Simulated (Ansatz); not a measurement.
**Stress against strain in Sr**

```yaml
crystal:
  lattice:
    - [0.00000, 3.04235, 3.04235]
    - [3.04235, 0.00000, 3.04235]
    - [3.04235, 3.04235, 0.00000]
  atoms:
    - { symbol: Sr, position: [0.00000, 0.00000, 0.00000] }
```

The conventional cell has a = 6.085 Å, b = 6.085 Å, c = 6.085 Å, α = 90.00°, β = 90.00°, γ = 90.00°. Sr (atom 1) has 12 Sr at 4.30 Å as nearest neighbours.

The cell is COD entry 9008484, as deposited and not checked against the literature; nothing was relaxed.

Theory: Ansatz 0.2.0, DFT, LDA, all-electron LAPW, scalar-relativistic.

The runs use a Γ-centred 10×10×10 k mesh, Fermi–Dirac smearing of 0.08 eV, basis error target 0.5 meV/atom, no spin polarisation.

The strain is applied along the Cartesian axes of the cell as listed (the other components stay zero). Fractional coordinates are held (clamped ions).

σ is the change of stress from the unstrained cell, which is at -1.55 GPa; tension is positive, so slopes are stress–strain coefficients at that pressure. In a metal the k mesh adds noise.

Only quantities that a quadratic follows smoothly over the whole series are listed; rougher ones are left out.

```tsv
εxx = εyy	σzz (GPa)	σxx (GPa)
-0.0200	-0.28	-0.39
0.0000	0.00	0.00
0.0100	0.12	0.17
0.0200	0.24	0.32
```

(1) Fit the series and read off the stiffness at zero strain.

(2) One run, at εxx = εyy = -0.0100, is withheld. Predict its row.

## Answers

(1) Least-squares fits y = p0 + p1 x + p2 x² to the rows give σzz (GPa): p1 = 13, p2 = -45; σxx (GPa): p1 = 17.8, p2 = -89. So 2 C12 = 13 GPa and C11 + C12 = 18 GPa.

(2) The fits give -0.14, -0.19; the run gave -0.13, -0.19.
